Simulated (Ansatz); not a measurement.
Starting cell, CdS (zinc blende):

```xyz
4
Lattice="0.0000 5.9271 5.9271 2.9635 2.9635 5.9271 2.9635 2.9635 0.0000" Properties=species:S:1:pos:R:3 pbc="T T T"
S      4.4453     4.4453     4.4453
S      4.4453     7.4089     7.4089
Cd     0.0000     0.0000     0.0000
Cd     2.9635     5.9271     2.9635
```

A phonon eigenvector at X = (0.5, 0.5, 0.0) is frozen into this cell: atom i moves by Q times the vector below, so Q is the largest atomic displacement, in Å. The cell is held. (q is in reciprocal vectors of the primitive cell; the cell shown is doubled to hold the pattern.)

```
atom      x      y       z
----  -----  -----  ------
S1    0.000  0.000  -1.000
S2    0.000  0.000   1.000
```

Atoms not listed stay in place.

All values below come from PBE (plane waves to 420 eV, PAW, scalar-relativistic; Ansatz, a quantum-chemistry and plane-wave program). k mesh 10×10×10 (Γ-centred), Fermi-Dirac smearing 0.05 eV. E stands for the smeared free energy. CdS was relaxed with its symmetry unable to fall. The PAW data are Ansatz's earlier set. ΔE is measured from the undisplaced structure.

| Q (Å) | ΔE (meV/cell) |
|---|---|
| -0.2800 | 672 |
| -0.2333 | 468 |
| -0.1867 | 301 |
| -0.1400 | withheld |
| -0.0933 | 75 |
| -0.0467 | 19 |
| 0.0000 | 0 |
| 0.0467 | 19 |
| 0.0933 | 75 |
| 0.1400 | withheld |
| 0.1867 | 301 |
| 0.2333 | 468 |
| 0.2800 | 672 |

Task: Fit an even polynomial form (powers 2, 4) to the given rows and predict ΔE at Q = -0.1400.

Result: Least squares on the 11 given rows: ΔE = (8671)·Q² + (-1280)·Q⁴, in meV/cell with Q in Å; root-mean-square residual 0.2 meV/cell. At -0.1400 the fit gives 169 meV/cell; the calculation gives 169 meV/cell, the same to the digits shown. The quadratic term alone would give 170 meV/cell.

(For displaced atoms, the force is minus the slope of the energy, and its curvature is a force constant, which sets phonon frequencies.)
